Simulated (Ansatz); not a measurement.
## Tl2WF6 (Fm-3m) at 2 levels of theory

One geometry, relaxed with PBE; plane waves with PAW potentials in Ansatz, scalar-relativistic. Collinear spin, ending at 2.0 μB a primitive cell. Gaps are the least over mesh and band path; pressure is positive in compression.

```cif
data_structure
_symmetry_space_group_name_H-M 'Fm-3m'
_symmetry_Int_Tables_number 225
_cell_length_a 8.9451
_cell_length_b 8.9451
_cell_length_c 8.9451
_cell_angle_alpha 90.000
_cell_angle_beta 90.000
_cell_angle_gamma 90.000
_cell_volume 715.75
loop_
_atom_site_label
_atom_site_type_symbol
_atom_site_symmetry_multiplicity
_atom_site_Wyckoff_symbol
_atom_site_fract_x
_atom_site_fract_y
_atom_site_fract_z
_atom_site_occupancy
Tl1 Tl 8 c 0.25000 0.75000 0.75000 1
W1 W 4 a 0.00000 0.00000 0.00000 1
F1 F 24 e 0.22190 0.00000 0.00000 1
```

```tsv
level	cutoff (eV)	k mesh	gap (eV)	pressure (GPa)	largest moment (μB)
PBE	420	8×8×8	0	0.0	0.91
```

Question: What comes out on the same cell with PBEsol?

Answer:
| level | cutoff (eV) | k mesh | gap (eV) | pressure (GPa) | largest moment (μB) |
| --- | --- | --- | --- | --- | --- |
| PBEsol | 420 | 8×8×8 | 0 | -2.8 | 0.90 |

Spin-orbit coupling matters for the bands of heavy elements and is left out.

The cell was found from a structure generator's guess, not taken from experiment.
